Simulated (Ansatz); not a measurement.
Clean, relaxed (101) surface of MoS2, space group R-3m (No. 166) (top face towards +c; atoms held fixed, by place in the list: 1, 2, 3, 4):

```xyz
9
Lattice="3.1204 0.0000 0.0000 -1.5602 6.1523 0.0000 0.0000 0.0000 23.6598" Properties=species:S:1:pos:R:3 pbc="T T T"
S     1.5602    4.8323    8.5000
Mo    1.5602    0.3957    9.1567
S     0.0000    2.1113    9.8133
S     0.0000    5.2280   11.1732
Mo    0.0000    0.7804   11.7018
S     1.5602    2.5192   12.4757
S     1.5602    5.6955   13.8854
Mo    1.5602    1.2657   14.3401
S     0.0000    2.1289   15.8373
```

Theory: Ansatz, DFT PBEsol, scalar-relativistic, plane waves, PAW. Settings: cutoff 420 eV, Γ-centred mesh 10×5×1 on the computed 9-atom cell, Gaussian smearing of 0.10 eV; no spin polarisation. The cell repeats along c with a dipole correction in the vacuum.

O (atom) is adsorbed on the top face, one adsorbate per 19.2 Å², and relaxed from 3 starting sites (fractions of a and b). E_ads counts from the clean slab and the free adsorbate (spin-polarised where it has unpaired electrons); negative means bound. Heights count from the highest slab atom after relaxation. Δφ is the top face's. Δp counts per cell along +c. Bonded neighbours lie within 1.25 times the sum of covalent radii (1.35 for H) and, on that scale, within 12 % of the closest. With the adsorbate the cell is lengthened along c to keep the vacuum.

```tsv
start	ends at	E_ads (eV)	height (Å)	shortest contact	Δφ (eV)	Δp (e·Å)
top (S) at (0.17, 0.35)	(0.23, 0.45), 1 bonded neighbour (S)	-3.97	1.29	O–S 1.48 Å	+1.13	-0.112
hollow (S-S-S) at (0.51, 0.01)	(0.52, 0.04), 1 bonded neighbour (Mo), largest slab move 0.9 Å	-5.06	1.04	O–Mo 1.68 Å	+1.19	-0.107
bridge (S-S) at (0.67, 0.35)	(0.84, 0.20), 2 bonded neighbours (Mo and S)	-4.39	0.65	O–S 1.62 Å	+0.46	-0.056
```

Among the sites tried, the lowest end comes from the hollow (S-S-S) at (0.51, 0.01) start; other sites may lie lower.

Each end is the local minimum or symmetric point that its start leads to. The slab is only 6.7 Å thick, so the energies aren't converged with thickness.

For at least one of the starts the bottom face's work function also shifts by over 0.1 eV: the slab is too thin to screen the adsorbate, so the work functions aren't converged with thickness.

Spin polarisation was left out, and a magnetic state may lie lower.

The reference crystal is a form of MoS2, which isn't its usual structure.